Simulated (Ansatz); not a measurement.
La₂MgNiO₆:
```yaml
crystal:
  lattice:
    - [2.73692, 1.58016, 4.39222]
    - [-2.73692, 1.58016, 4.39222]
    - [0.00000, -3.16032, 4.39222]
  atoms:
    - { symbol: La, position: [0.75074, 0.75074, 0.75074] }
    - { symbol: La, position: [0.24926, 0.24926, 0.24926] }
    - { symbol: Mg, position: [0.50000, 0.50000, 0.50000] }
    - { symbol: Ni, position: [0.00000, 0.00000, 0.00000] }
    - { symbol: O, position: [0.76267, 0.29028, 0.18942] }
    - { symbol: O, position: [0.23733, 0.70972, 0.81058] }
    - { symbol: O, position: [0.18942, 0.76267, 0.29028] }
    - { symbol: O, position: [0.81058, 0.23733, 0.70972] }
    - { symbol: O, position: [0.29028, 0.18942, 0.76267] }
    - { symbol: O, position: [0.70972, 0.81058, 0.23733] }
```

Relaxed with r²SCAN. Special points in fractions of this cell's reciprocal vectors: Γ (0.000, 0.000, 0.000); T (0.500, 0.500, 0.500); H2 (0.747, 0.253, 0.500); H0 (0.500, -0.253, 0.253); L (0.500, 0.000, 0.000); S0 (0.376, -0.376, 0.000); S2 (0.624, 0.000, 0.376); F (0.500, 0.000, 0.500).

Q: List the band energies nearest the valence-band maximum at these points for plane-wave PAW r²SCAN with spin–orbit coupling (Ansatz code).

A: In eV from the valence-band maximum; about four levels below and three above (degenerate sets whole), none deeper than 8.9 eV; points with the same levels are listed once.

```tsv
k	below	above
Γ	-0.14 -0.14 0.00 0.00	2.53 2.53 2.53 2.53
T	-0.39 -0.39 -0.34 -0.34	2.18 2.18 2.19 2.19
H2	-0.36 -0.36 -0.26 -0.26	1.88 1.88 2.32 2.32
L	-0.27 -0.27 -0.25 -0.25	2.24 2.24 2.36 2.36
S0	-0.33 -0.33 -0.15 -0.15	1.82 1.82 2.40 2.40
F	-0.26 -0.26 -0.10 -0.10	1.64 1.64 2.51 2.51
```

Space group R-3. The first step of the workflow began from a Materials Project structure, measured or hypothetical; the Crystallography Open Database copy checked does not list it. With Mg and Ni taken as one species the cell has the higher symmetry R-3c, so it may be an ordered model of a mixed-site phase. Its standing as an ambient phase is unchecked. Symmetry was held in the r²SCAN relaxation; whether a distortion lowers the energy is not shown. No spin polarisation was allowed. No Hubbard U is applied.

Potentials: the later of the program's two PAW sets.
